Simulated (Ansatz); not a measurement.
HClF2, before and after

The guess for HClF2 was made by a generator: random cell by space group and Wyckoff sites (P6/mmm, No. 191). Its size is a rough estimate.

start.cif

```cif
data_structure
_symmetry_space_group_name_H-M 'P6/mmm'
_symmetry_Int_Tables_number 191
_cell_length_a 3.6286
_cell_length_b 3.6286
_cell_length_c 6.2143
_cell_angle_alpha 90.000
_cell_angle_beta 90.000
_cell_angle_gamma 120.000
_cell_volume 70.86
loop_
_atom_site_label
_atom_site_type_symbol
_atom_site_symmetry_multiplicity
_atom_site_Wyckoff_symbol
_atom_site_fract_x
_atom_site_fract_y
_atom_site_fract_z
_atom_site_occupancy
H1 H 1 b 0.00000 0.00000 0.50000 1
Cl1 Cl 1 a 0.00000 0.00000 0.00000 1
F1 F 2 e 0.00000 0.00000 0.27624 1
```

Theory: DFT PBE+D3(BJ), scalar-relativistic, plane waves, PAW (Ansatz). Cutoff 420 eV, Gaussian smearing, Γ-centred meshes. Cell and atoms relax first on a coarse mesh and then on a converged one. In between, the cell is made exact in the group found at 0.06 Å. The steps can't lower the symmetry of their start. No spin polarisation.

end.cif

```cif
data_structure
_symmetry_space_group_name_H-M 'P6/mmm'
_symmetry_Int_Tables_number 191
_cell_length_a 3.7898
_cell_length_b 3.7898
_cell_length_c 6.0538
_cell_angle_alpha 90.000
_cell_angle_beta 90.000
_cell_angle_gamma 120.000
_cell_volume 75.30
loop_
_atom_site_label
_atom_site_type_symbol
_atom_site_symmetry_multiplicity
_atom_site_Wyckoff_symbol
_atom_site_fract_x
_atom_site_fract_y
_atom_site_fract_z
_atom_site_occupancy
H1 H 1 b 0.00000 0.00000 0.50000 1
Cl1 Cl 1 a 0.00000 0.00000 0.00000 1
F1 F 2 e 0.00000 0.00000 0.31281 1
```

The symmetry stays P6/mmm (No. 191). The volume per atom grows by 6.3 %, from 17.7 to 18.8 Å³. The shortest distance goes from 1.39 Å (H–F) to 1.13 Å (H–F). The energy falls by about 0.38 eV/atom (the start's value is from the coarse mesh).

```yaml
Volume_per_atom: 18.8 Å³
Density: 1.6 g/cm³
Formation_energy: −0.767 eV/atom
Gap_on_the_12×12×6_mesh_of_the_4-atom_cell: 1.19 eV
```

The zero of energy is the elements' standard structures at the same level (Cl₂, F₂, H₂ as molecules); no fitted shifts are applied. Whether it is stable depends on the other phases of the system, which aren't compared here.

The last run used Gaussian smearing of 0.02 eV. With hydrogen, zero-point motion can shift formation energies by some tens of meV/atom. A structure relaxed within its symmetry needn't be a true minimum. In all, the 3 runs took 59 s on 1 thread of Arm Neoverse V2, with other jobs on the host.
